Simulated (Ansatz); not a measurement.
CoLi3Nb3O12Ti:
```
CoLi3Nb3O12Ti
1.0
    5.10764     0.00000     0.00000
    2.52319     2.11237    -8.44945
    2.54354     4.85435     0.00000
Co Li Nb O Ti
1 3 3 12 1
Cartesian
  7.64807   5.51343  -3.34852
  5.06741   4.07261  -7.48433
  5.09890   3.72322  -1.24383
  2.51753   2.37214  -5.37085
  2.55185   1.74298  -2.10322
  7.58973   5.20843  -6.32188
 10.14952   6.94738  -8.39788
  4.20411   2.49917  -2.57440
  9.27236   5.98643  -6.80141
  6.62855   2.14163  -3.64141
  6.63964   5.64946  -7.88197
  3.44528   0.76194  -0.45330
  3.47046   4.28314  -4.65318
  1.88527   3.04150  -0.93950
  4.44020   1.68859  -5.13918
  5.77704   4.79406  -3.07224
  3.18309   3.41264  -7.26771
  0.95626   0.39867  -1.55675
  6.09193   3.91539  -5.74469
  5.11062   3.52026  -4.24984
```
Starting moments (μB, in the order of the atoms Co Li Li Li Nb Nb Nb O O O O O O O O O O O O Ti): 2.6 0.0 0.0 0.0 0.0 0.0 0.0 0.0 0.0 0.0 0.0 0.0 0.0 0.0 0.0 0.0 0.0 0.0 0.0 0.0.

Relaxed with r²SCAN.

**Question.** Which orbitals make up the states near the band edges in the program Ansatz at the r²SCAN level (PAW)?

**Answer.** Top 1 eV of the valence band: Co 3d 65 %, O 2p 29 %. Bottom 1 eV of the conduction band: Nb 4d 46 %, Ti 3d 24 %, Co 3d 14 %, O 2p 13 %. Projections are on Löwdin-orthogonalised atomic valence shells; empty p or d shells of many metals are not among them.

**Question.** Tabulate the density of states.

**Answer.** States/eV per cell of 20 atoms, in 0.25 eV bins, energy from the valence-band maximum.

```
E (eV)  total   O 2p  Nb 4d  Co 3d
------  -----  -----  -----  -----
-6.96    0.00   0.00   0.00   0.00
-6.71    6.69   4.29   1.73   0.05
-6.46   11.71   7.53   3.16   0.19
-6.21   16.12  10.70   3.90   0.27
-5.96   12.26   8.30   2.55   0.34
-5.71   15.53  10.68   2.69   0.65
-5.46   14.35   9.91   2.20   0.92
-5.21   14.35  10.14   1.94   0.94
-4.96   14.35  10.34   1.89   0.88
-4.71   14.36  10.51   1.77   0.93
-4.46   14.17  10.71   1.56   0.75
-4.21   12.71   9.96   1.16   0.56
-3.96   11.14   8.89   0.81   0.56
-3.71   11.64   9.44   0.73   0.64
-3.46   14.27  11.71   0.76   0.86
-3.21   17.90  15.05   0.79   1.01
-2.96   19.19  16.54   0.70   0.94
-2.71   23.06  20.50   0.75   0.78
-2.46   23.56  21.40   0.50   0.76
-2.21   19.21  17.70   0.26   0.65
-1.96    5.43   4.60   0.05   0.61
-1.71    0.26   0.06   0.00   0.19
-1.46    7.49   2.14   0.08   5.08
-1.21    0.25   0.09   0.00   0.15
-0.96    4.30   2.02   0.13   1.91
-0.71    3.70   1.87   0.10   1.57
-0.46    0.00   0.00   0.00   0.00
-0.21    4.31   0.45   0.09   3.66
0.04     3.69   0.47   0.06   3.08
0.29     0.00   0.00   0.00   0.00
0.54     0.00   0.00   0.00   0.00
0.79     0.00   0.00   0.00   0.00
1.04     0.00   0.00   0.00   0.00
1.29     0.00   0.00   0.00   0.00
1.54     3.21   0.24   0.50   2.02
1.79     0.79   0.05   0.10   0.56
2.04     8.88   1.05   5.01   0.45
2.29    13.54   1.96   6.48   0.83
2.54    11.39   1.87   4.76   0.75
2.79    12.06   2.23   4.82   1.05
3.04    17.18   3.65   8.63   1.06
3.29    15.61   3.61   7.51   1.36
3.54    16.65   4.22   8.10   1.49
3.79     8.67   2.29   4.14   0.93
4.04     0.00   0.00   0.00   0.00
4.29     0.00   0.00   0.00   0.00
4.54     0.00   0.00   0.00   0.00
4.79     0.00   0.00   0.00   0.00
5.04     8.16   1.67   0.94   0.05
5.29     7.84   1.76   1.12   0.04
5.54     0.00   0.00   0.00   0.00
5.79     0.26   0.02   0.03   0.00
6.04     1.41   0.16   0.39   0.00
6.29     6.04   1.05   3.07   0.01
```

Space group P1. The start of the workflow was typed in or built on a structure type; neither database checked (COD, Materials Project) lists it. Whether it is the stable phase at ambient conditions was not checked. The r²SCAN relaxation kept the symmetry of its start; whether a distortion lowers the energy is not shown. Magnetic state: ferromagnetic, the only order run, not a proven ground state. Other orbital occupations within this spin state were not tried. No Hubbard U is applied. Spin–orbit coupling is left out wherever it is not named.

Potentials: the later of the program's two PAW sets.
